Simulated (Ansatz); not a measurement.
# Cd₃HgSe₄: relaxed-ion elastic tensor

Computed with DFT PBE, scalar-relativistic, plane waves, PAW in Ansatz 0.2.0. Cutoff 420 eV, 6×6×6 k-points (Γ-centred), Gaussian smearing of 0.01 eV. No spin polarisation.

Equilibrium structure at this level:
```
CELL_PARAMETERS angstrom
6.21197 0.00000 0.00000
0.00000 6.21197 0.00000
0.00000 0.00000 6.21197
ATOMIC_POSITIONS crystal
Cd 0.50000 0.00000 0.00000
Cd 0.00000 0.00000 0.50000
Cd 0.00000 0.50000 0.00000
Hg 0.50000 0.50000 0.50000
Se 0.75181 0.24819 0.75181
Se 0.75181 0.75181 0.24819
Se 0.24819 0.24819 0.24819
Se 0.24819 0.75181 0.75181
```

The structure comes from a generated guess, relaxed at this level; another structure or a mixture of phases may lie lower. Spin–orbit coupling is left out, which matters for heavy elements.

Q: Give the relaxed-ion elastic constants (GPa, Voigt order xx yy zz yz xz xy, on the Cartesian axes of the cell above).

A:
```
55.4 38.5 38.5  0.0  0.0  0.0
38.5 55.4 38.5  0.0  0.0  0.0
38.5 38.5 55.4  0.0  0.0  0.0
 0.0  0.0  0.0 21.2  0.0  0.0
 0.0  0.0  0.0  0.0 21.2  0.0
 0.0  0.0  0.0  0.0  0.0 21.2
```

Q: Is the crystal stable against homogeneous strain?

A: Yes: the least eigenvalue of the tensor is 16.9 GPa.

Q: And the moduli of a polycrystal (Hill averages)?

A: B = 44 GPa, G = 15 GPa, E = 40 GPa, ν = 0.35.
